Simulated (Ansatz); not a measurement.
Os:
```yaml
crystal:
  lattice:
    - [2.73626, 0.00000, 0.00000]
    - [-1.36813, 2.36967, 0.00000]
    - [0.00000, 0.00000, 4.32287]
  atoms:
    - { symbol: Os, position: [0.33333, 0.66667, 0.75000] }
    - { symbol: Os, position: [0.66667, 0.33333, 0.25000] }
```

Relaxed with PBE+D3(BJ). Special points in fractions of this cell's reciprocal vectors: Γ (0.000, 0.000, 0.000); M (0.500, 0.000, 0.000); K (0.333, 0.333, 0.000); A (0.000, 0.000, 0.500); L (0.500, 0.000, 0.500); H (0.333, 0.333, 0.500).

Problem. List the band energies nearest the Fermi level at these points for PBE+D3(BJ) (plane waves, PAW; program Ansatz).

Solution. In eV from the Fermi level; about four levels below and three above (degenerate sets whole), none deeper than 8.9 eV; … stands for higher levels left out; points with the same levels are listed once.

```
k                          below                above
-  -----------------------------  -------------------
Γ  -2.27 -2.27 -1.61 -1.61 -0.04          1.64 1.64 …
M        -3.60 -2.96 -2.62 -1.93       1.99 2.56 2.69
K        -4.67 -3.48 -3.48 -1.39       1.43 1.43 2.02
A        -3.30 -3.30 -3.30 -3.30  0.85 0.85 0.85 0.85
L        -1.26 -1.26 -0.23 -0.23  2.33 2.33 3.25 3.25
H        -3.49 -3.49 -1.42 -1.42  1.58 1.58 8.28 8.28
```

Space group P6_3/mmc (hcp (Mg type)). Symmetry was held in the PBE+D3(BJ) relaxation. No spin polarisation was allowed. The pairwise dispersion correction was not fitted to metals. Spin–orbit coupling is left out wherever it is not named.

Potentials: the earlier of the program's two PAW sets.
